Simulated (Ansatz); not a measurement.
Ta3Ru (Cmmm): electronic heat capacity and spin susceptibility from the density of states

These are results of Ansatz, DFT r2SCAN, scalar-relativistic, plane waves, PAW, not measurements.

Cutoff 500 eV; k points 16×16×6 on the computed 4-atom cell (Γ-centred); Gaussian smearing, width 0.10 eV; no spin polarisation.

Relaxed cell: Cmmm, a = 3.310 Å, b = 4.671 Å, c = 8.740 Å, α = 90.00°, β = 90.00°, γ = 90.00°, 4 atoms in the primitive cell. Whether it is the stable form of this composition wasn't checked.

The density of states at the Fermi level is 3.678 states/eV in the cell of 4 atoms (1 formula unit; both spins, tetrahedra on a 24×24×9 mesh).

Task: What Sommerfeld coefficient and Pauli susceptibility does this give?

Result: Per formula unit N(E_F) = 3.678 states/eV. γ = (π²/3) k_B² N(E_F) N_A = 2.357 mJ/(mol K²) per state/eV, so γ = 8.7 mJ/(mol K²), a mole of formula units. χ_P = μ_B² N(E_F) N_A = 3.23×10⁻⁵ emu/mol per state/eV gives 11.9×10⁻⁵ emu/mol. This is the bare band result: a measured γ of the same phase is as a rule larger by a factor 1 + λ from phonons and spin fluctuations, the spin part of χ is larger by the Stoner factor, and a measured χ also holds orbital and core terms. N(E_F) at one energy is sensitive to the mesh where the density of states has sharp peaks.

Spin-orbit coupling is left out, which matters for the bands of heavy elements.